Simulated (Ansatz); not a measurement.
AlNi: rigid cleavage

Theory: Ansatz 0.2.0, DFT PBEsol, scalar-relativistic, plane waves, PAW. Settings: plane waves to 420 eV, k-mesh 20×20×7 (Γ-centred), Gaussian smearing 0.15 eV. No spin polarisation. A magnetic state may lie lower. Energies are free energies at this smearing, counted from the undisturbed cell; pressure is positive in compression.

Zero of the scan (relaxed at this level; it needn't be the usual structure):

```yaml
crystal:
  lattice:
    - [0.00000, -2.86217, 0.00000]
    - [0.00000, 0.00000, -2.86217]
    - [8.58650, 0.00000, 0.00000]
  atoms:
    - { symbol: Al, position: [0.00000, 0.00000, 0.24998] }
    - { symbol: Al, position: [0.00000, 0.00000, 0.58332] }
    - { symbol: Al, position: [0.00000, 0.00000, 0.91665] }
    - { symbol: Ni, position: [0.50000, 0.50000, 0.08332] }
    - { symbol: Ni, position: [0.50000, 0.50000, 0.41665] }
    - { symbol: Ni, position: [0.50000, 0.50000, 0.74998] }
```

The cut lies on the cell's a–b face, a (1 0 0) plane (indices in the standard cell, whose axes needn't be the Cartesian ones shown) of area 8.19 Å², between layers 1.43 Å apart. Vector c is lengthened by d along the normal with the atoms' Cartesian places fixed: one unrelaxed cut a cell. The cell is metallic on the mesh throughout.

d (Å), energy (J/m²) and a bar:
```
    -0.30       0.66 ####
    -0.15       0.14 #
     0.00       0.00
     0.25       0.27 #
     0.50       0.86 #####
     0.75       1.57 #########
     1.00       2.28 #############
     1.50       3.49 ###################
     2.00       4.34 ########################
     3.00       5.15 #############################
     4.50       5.38 ##############################
     6.00       5.40 ##############################
```

Cost: 12 runs of about 10 core-minutes in all, on Intel Xeon Platinum 8375C (Ice Lake) (shared hosts).